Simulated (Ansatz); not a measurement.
A relaxation computed with Ansatz, from input to last step.

```yaml
crystal:
  lattice:
    - [0.0, 4.2707016599, 4.4477066225]
    - [2.4350739951, 0.0, 4.4477066225]
    - [2.4350739951, 4.2707016599, 0.0]
  atoms:
    - { symbol: Ga, position: [0.0815178132, 0.4184821868, 0.0815178132] }
    - { symbol: Ga, position: [0.4184821868, 0.0815178132, 0.4184821868] }
    - { symbol: Ga, position: [0.1684821868, 0.8315178132, 0.1684821868] }
    - { symbol: Ga, position: [0.8315178132, 0.1684821868, 0.8315178132] }
    - { symbol: Os, position: [0.75, 0.75, 0.75] }
    - { symbol: Os, position: [0.5, 0.5, 0.5] }
basis:
  ecutwfc: 420
kpoints:
  mp_grid: { grid: [8, 8, 8] }
hamiltonian:
  xc: pbesol
scf:
  occupations: { method: gaussian, width: 0.02 }
output:
  forces: true
  stress: true
  eigenvalues: true
  write_density: true
  write_potential: true
  elf: true
  volumetric_format: npy
relax:
  adjacent_minimum: "off"
  f_tol: 0.01
  max_steps: 30
  cell: { stress_tol: 0.1, fix: [volume] }
```

```bash
ansatz run input.yaml --threads 1 --pin off --max-ram 2560MiB --backend cpu --events-out ev --progress --plain --runs-dir out
```

Theory: DFT PBEsol, scalar-relativistic, plane waves, PAW in Ansatz.

The volume is held at 1.1 times that of the relaxed cell.

Of 5 frames 4 are shown, positions in Å and forces in eV/Å; the SCF threshold varies from step to step. Steps run on the plane waves of an earlier cell, with a Pulay correction in the pressure. The basis is chosen afresh for the last frame, the zero of the energies, and at times for earlier ones too; energy and pressure can step there, also at an unchanged geometry. Where two frames share a geometry here, they differ by under 2 meV/atom and 0.3 GPa.

```xyz
6
Lattice="0.0000 4.2707 4.4477 2.4351 0.0000 4.4477 2.4351 4.2707 0.0000" Properties=species:S:1:pos:R:3:forces:R:3 pbc="T T T" step=1 free_energy_over_end_meV_per_atom=0.79 pressure_GPa=-15.19
Ga    1.2175    0.6963    2.2239    0.0000   -0.0477    0.0000
Ga    1.2175    3.5744    2.2239    0.0000    0.0477    0.0000
Ga    2.4351    1.4391    4.4477    0.0000    0.0477    0.0000
Ga    2.4351    7.1023    4.4477    0.0000   -0.0477    0.0000
Os    3.6526    6.4061    6.6716    0.0000    0.0000    0.0000
Os    2.4351    4.2707    4.4477    0.0000    0.0000    0.0000
6
Lattice="0.0000 4.2963 4.4249 2.4331 0.0000 4.4249 2.4331 4.2963 0.0000" Properties=species:S:1:pos:R:3:forces:R:3 pbc="T T T" step=2 free_energy_over_end_meV_per_atom=0.09 pressure_GPa=-14.83
Ga    1.2165    0.6940    2.2124    0.0000   -0.0002    0.0000
Ga    1.2165    3.6022    2.2124    0.0000    0.0002    0.0000
Ga    2.4331    1.4541    4.4249    0.0000    0.0002    0.0000
Ga    2.4331    7.1385    4.4249    0.0000   -0.0002    0.0000
Os    3.6496    6.4444    6.6373    0.0000    0.0000    0.0000
Os    2.4331    4.2963    4.4249    0.0000    0.0000    0.0000
6
Lattice="0.0000 4.2955 4.4113 2.4410 0.0000 4.4113 2.4410 4.2955 0.0000" Properties=species:S:1:pos:R:3:forces:R:3 pbc="T T T" step=3 free_energy_over_end_meV_per_atom=0.01 pressure_GPa=-14.71
Ga    1.2205    0.6913    2.2057    0.0000   -0.0036    0.0000
Ga    1.2205    3.6042    2.2057    0.0000    0.0036    0.0000
Ga    2.4410    1.4565    4.4113    0.0000    0.0036    0.0000
Ga    2.4410    7.1345    4.4113    0.0000   -0.0036    0.0000
Os    3.6615    6.4432    6.6170    0.0000    0.0000    0.0000
Os    2.4410    4.2955    4.4113    0.0000    0.0000    0.0000
6
Lattice="0.0000 4.2962 4.4143 2.4390 0.0000 4.4143 2.4390 4.2962 0.0000" Properties=species:S:1:pos:R:3:forces:R:3 pbc="T T T" step=5 free_energy_over_end_meV_per_atom=0.00 pressure_GPa=-14.73
Ga    1.2195    0.6915    2.2071    0.0000    0.0004    0.0000
Ga    1.2195    3.6047    2.2071    0.0000   -0.0004    0.0000
Ga    2.4390    1.4566    4.4143    0.0000   -0.0004    0.0000
Ga    2.4390    7.1358    4.4143    0.0000    0.0004    0.0000
Os    3.6584    6.4443    6.6214    0.0000    0.0000    0.0000
Os    2.4390    4.2962    4.4143    0.0000    0.0000    0.0000
```

The run took 2.7 min on 1 thread of Arm Neoverse V1, on a shared host, peak memory 0.61 GiB.

Spin–orbit coupling is left out, which can shift energies with elements as heavy as these.